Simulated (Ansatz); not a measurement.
Relaxed-ion elastic tensor of MgO (CsCl type, Pm-3m) in GPa (Voigt order), PBEsol in the plane-wave PAW code Ansatz; density 3.66 g/cm³, 9.13 Å³ per atom.

```
       1      2      3      4      5      6
-  -----  -----  -----  -----  -----  -----
1    580  -69.0  -69.0    0.0    0.0    0.0
2  -69.0    580  -69.0    0.0    0.0    0.0
3  -69.0  -69.0    580    0.0    0.0    0.0
4    0.0    0.0    0.0  -55.6    0.0    0.0
5    0.0    0.0    0.0    0.0  -55.6    0.0
6    0.0    0.0    0.0    0.0    0.0  -55.6
```

Question: Is the crystal mechanically stable?

Answer: No: the smallest eigenvalue of C is -55.6 GPa.

This is a known high-pressure phase of the composition, computed here at zero pressure and temperature. Symmetry was held in the PBEsol relaxation. At this level the phase is dynamically unstable (imaginary phonons).

Potentials: the later of the program's two PAW sets.
